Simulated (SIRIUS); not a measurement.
Worked example: self-consistent single point of SnO₂ (P4_2/mnm, 6 atoms in the cell; from Materials Project mp-856, changed as shown) in SIRIUS.

All values come from this method and carry its errors: PBE, PseudoDojo 0.5 standard norm-conserving PBE (tails mended) pseudopotentials (plane waves; SIRIUS).

The change in words: lattice scaled by 0.98. Reference geometry (P4_2/mnm):
```
SnO2
1.0
    4.76482     0.00000     0.00000
    0.00000     4.76482     0.00000
    0.00000     0.00000     3.20750
Sn O
2 4
Direct
  0.50000   0.50000   0.50000
  0.00000   0.00000   0.00000
  0.19403   0.80597   0.50000
  0.80597   0.19403   0.50000
  0.69403   0.69403   0.00000
  0.30597   0.30597   0.00000
```

Reference input (self-consistent single point, DFT, PBE, plane waves, PseudoDojo 0.5 standard norm-conserving PBE (tails mended) pseudopotentials): parameters.ngridk = 7 7 10; parameters.xc_functionals = [XC_GGA_X_PBE, XC_GGA_C_PBE]; parameters.gk_cutoff = 9.165 1/bohr; parameters.pw_cutoff = 18.331 1/bohr; parameters.smearing = fermi_dirac; parameters.smearing_width = 0.000367493 Ha; potentials = PseudoDojo 0.5 standard norm-conserving PBE (tails mended) pseudopotentials; parameters.electronic_structure_method = pseudopotential; parameters.num_bands = 31; parameters.num_mag_dims = 0; parameters.num_dft_iter = 100; parameters.energy_tol = 1e-07 Ha. This run's input differs from it in these lines:

```diff
@@ -32,7 +32,7 @@
     "lattice_vectors": [
-      [0.9999999815, 0.0, 0.0],
-      [0.0, 0.9999999815, 0.0],
-      [0.0, 0.0, 0.6731628772]
+      [1.0000000558, 0.0, 0.0],
+      [0.0, 1.0000000558, 0.0],
+      [0.0, 0.0, 0.6731628696]
     ],
-    "lattice_vectors_scale": 9.004205,
+    "lattice_vectors_scale": 8.824121,
     "atom_coordinate_units": "lattice",
```

Output, abridged:

```
[find] density tolerance         : 1e-06
[find] total energy tolerance    : 1e-07
[find] iter_solver_tol (initial) : 0.01
[find] iter_solver_tol (target)  : 1e-13
[find] num_dft_iter              : 100
Charges and magnetic moments
--------------------------------------------------------------------------------
total charge          : 52.000000
[find] | SCF iteration   0 out of 100|
[diagonalize] iterative solver tolerance (occupied, empty): 0.01 0.01
[diagonalize] average number of iterations: 2.06667
[find] Charges and magnetic moments
[find] total charge          : 52.000000
[find] Energy
   [... lines left out ...]

[find] Charges and magnetic moments
[find] total charge          : 52.000000
[find] Energy
[find] smearing (-TS)                 :       0.00000000
[find] Total energy                   :    -223.84521974 (Ha),    -447.69043947 (Ry)
[find] Free energy (E-TS)             :    -223.84521974 (Ha),    -447.69043947 (Ry)
[find] band gap (eV)                  :       1.77085886
[find] Efermi                         :       0.42931757
[find] iteration : 13, RMS (target) : 6.6929e-07 (1.0000e-06) , energy difference (target) : 4.2064e-12 (1.0000e-07)
[find] bands are converged : true
[find] iterative solver converged : true
[find] converged after 14 SCF iterations!
[find] Charges and magnetic moments
[find] total charge          : 52.000000
[find] Energy
[find] smearing (-TS)                 :       0.00000000
[find] Total energy                   :    -223.84521974 (Ha),    -447.69043947 (Ry)
[find] Free energy (E-TS)             :    -223.84521974 (Ha),    -447.69043947 (Ry)
[find] band gap (eV)                  :       1.77085886
[find] Efermi                         :       0.42931757
[ground_state] === stress tensor components [kbar] ===
[ground_state] === stress_total ===
[ground_state]  -196.604276    0.000000    0.000000
[ground_state]     0.000000 -196.604276    0.000000
[ground_state]     0.000000    0.000000 -249.852691
[ground_state] ==== total Forces in Ha/bohr =====
[ground_state] atom:    0, force:       0.0000000      0.0000000      0.0000000
[ground_state] atom:    1, force:       0.0000000      0.0000000      0.0000000
[ground_state] atom:    2, force:       0.0033274     -0.0033274      0.0000000
[ground_state] atom:    3, force:      -0.0033274      0.0033274      0.0000000
[ground_state] atom:    4, force:       0.0033274      0.0033274     -0.0000000
[ground_state] atom:    5, force:      -0.0033274     -0.0033274      0.0000000
```

The run converged in 14 iterations. SIRIUS prints the stress tensor with tension positive. Against the reference run the free energy goes up by 60.8 meV/atom, the pressure goes from 6.57 to 21.44 GPa and the largest force goes from 0.019 to 0.242 eV/Å.

The structure comes from a collection of computed structures, made at another level of theory; the collection holds predicted forms beside known ones. At this pressure the cell is far from its equilibrium volume at this level.

Cost on one core: around 4 core-minutes (rough).

The gap that the log prints is read on the run's mesh, which can miss the band edges or a crossing.

“Tails mended”: in these copies of the files the far tail of each local potential was reset to the Coulomb form.
